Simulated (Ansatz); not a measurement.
Suppose TbC4 takes space group Pm-3m (No. 221), with Tb on 1a; C on 3d and 1b.

Method: DFT PBE, scalar-relativistic, plane waves, PAW, and for the lanthanide a 4f-in-core norm-conserving potential (Ansatz). Cutoff 690 eV, Γ-centred mesh, Gaussian smearing, no spin polarisation.

The zero of energy is the elements' standard structures at the same level; no fitted shifts are applied.

Question: Give the relaxed lattice parameters and positions.

Answer:

Space group Pm-3m (No. 221). a = 4.511 Å, b = 4.511 Å, c = 4.511 Å, α = 90.00°, β = 90.00°, γ = 90.00°
```csv
atom,site,symmetry,x,y,z
Tb,1a,m-3m,0.0000,0.0000,0.0000
C,3d,4/mm.m,0.5000,0.0000,0.0000
C,1b,m-3m,0.5000,0.5000,0.5000
```

Tb is surrounded by 6 C at 2.26 Å; around C on a site of symmetry 4/mmm lie 2 Tb at 2.26 Å and 12 C at 3.19 Å; C on a site of symmetry m-3m has 12 C at 3.19 Å (long against the sum of covalent radii).

Question: And its energy and gap?

Answer: The formation energy is +4.14 eV/atom and the gap on the 8×8×8 mesh of the 5-atom cell is 0 eV (a metal). A positive value: parting into the elements would lower its energy.

The last run used Gaussian smearing of 0.10 eV. An odd number of valence electrons (the lanthanide is held trivalent, its 4f shell in the core) allows no gap without spin; another valence of the lanthanide, a larger cell or a magnetic state could open one. The reference form of C is held partly by dispersion forces, which this level lacks. A structure relaxed within its symmetry needn't be a true minimum. Another cell of TbC4 relaxed alike, in I4/mmm, lies 3.67 eV/atom lower, so this cell isn't the stable form at this level.

The lanthanide is trivalent by construction, without f bands, f moments or other valences. The reference runs of the other elements, and any phases without the lanthanide, used 420 eV, which shifts energies against them by under 10 meV/atom. The lanthanide's reference is the lowest of its hcp, dhcp and fcc cells.
